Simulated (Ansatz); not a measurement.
## PHPbO₄ as a free-standing sheet: computed properties

PHPbO4:
```
CELL_PARAMETERS angstrom
      4.60764     0.00000     0.00000
     -0.74160     5.79809     0.00000
      0.00000     0.00000    39.00000
ATOMIC_POSITIONS crystal
  H  0.14130 0.12353 0.41801
  P  0.95961 0.24331 0.46478
  Pb 0.48680 0.69252 0.46492
  O  0.85292 0.43003 0.44327
  O  0.06270 0.05117 0.43876
  O  0.73237 0.09410 0.48632
  O  0.22525 0.33912 0.48652
  H  0.14130 0.62353 0.58199
  P  0.95961 0.74331 0.53522
  Pb 0.48680 0.19252 0.53508
  O  0.85292 0.93003 0.55673
  O  0.06270 0.55117 0.56124
  O  0.73237 0.59410 0.51368
  O  0.22525 0.83912 0.51348
```
Free-standing layer in the xy plane with vacuum along z and no interaction between images.

Method: plane-wave PAW r²SCAN+D4 (Ansatz code). Lattice and atoms are relaxed at this level; other levels are named.

**Structure**

In-plane lattice: a = 4.608 Å, b = 5.845 Å, γ = 97.3°
Distance between the outermost nuclei: 6.40 Å

**Electronic structure**

- Band gap: 4.70 eV (direct)
- Valence-band maximum: at Y
- Conduction-band minimum: at Y
- Ionisation potential (Kohn–Sham): 5.88 eV
- Electron affinity (Kohn–Sham): 1.18 eV
- Electron effective mass, in the valley at Y: 0.88 along x, 0.65 along y (mₑ)
- Hole effective mass, in the valley at Y: 1.9 along x, 0.80 along y (mₑ)
- Gap with spin–orbit coupling: 4.32 eV

Space group Pc. The layer was cut from a bulk entry of the Materials Project (measured or hypothetical); whether that bulk phase is the ambient one, and whether the layer has been isolated, was not checked. Symmetry was held in the r²SCAN+D4 relaxation; its stability against distortions is not shown here. Scalar-relativistic: spin–orbit coupling is off unless named, which matters more the heavier the elements.

Potentials: the later of the program's two PAW sets.
